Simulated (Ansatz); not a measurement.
**Notes on La3Ni2B2N3**

```yaml
crystal:
  lattice:
    - [-1.85656, 1.85656, 10.28825]
    - [1.85656, -1.85656, 10.28825]
    - [1.85656, 1.85656, -10.28825]
  atoms:
    - { symbol: Ni, position: [0.25000, 0.75000, 0.50000] }
    - { symbol: Ni, position: [0.75000, 0.25000, 0.50000] }
    - { symbol: La, position: [0.62800, 0.62800, 0.00000] }
    - { symbol: La, position: [0.37200, 0.37200, 0.00000] }
    - { symbol: N, position: [0.13300, 0.13300, 0.00000] }
    - { symbol: N, position: [0.86700, 0.86700, 0.00000] }
    - { symbol: N, position: [0.50000, 0.50000, 0.00000] }
    - { symbol: La, position: [0.00000, 0.00000, 0.00000] }
    - { symbol: B, position: [0.22100, 0.22100, 0.00000] }
    - { symbol: B, position: [0.77900, 0.77900, 0.00000] }
```

Method: PBEsol, collinear spin; PAW, plane waves to 420 eV, 7×7×7 Γ-centred mesh, fermi-dirac occupations (width 0.1418 eV) (Ansatz 0.2.0), atoms fixed.

The state carries no moments; the state need not be the lowest.

**Question.** What does the stress say?

**Answer.** The pressure is -2.1 GPa (compression positive), so with the atoms held at these fractions the cell would first shrink; the forces are large, so a full relaxation may end otherwise. The principal stresses -11.8, 2.8, 2.8 GPa differ, so its shape would change too.

**Question.** What is the formation energy?

**Answer.** -0.87 eV an atom against the elements' usual phases (free molecules for gases, crystals otherwise, with no correction for O₂ or N₂), so it is bound against them; other compounds may still compete. Relaxing would lower it.

**Question.** Metal or insulator?

**Answer.** It is a metal, with about 2.6 states/eV a cell as the mean within 0.25 eV of the Fermi level, mostly Ni d (32 %), La d (31 %) and B p (15 %).

**Question.** How is the charge shared?

**Answer.** Bader charges in e: La +1.61 to +1.66, Ni -0.20, B +0.23, N -1.74 to -1.63. In the mean La gives up most and N takes most.

Origin: a database entry at a rescaled volume. Caveats: the input typed no starting moments; forces this large suggest misplaced atoms in the database entry; the k mesh is coarse if the cell is a metal; atoms or cell far from equilibrium; f levels without a U or exact exchange are poorly placed.
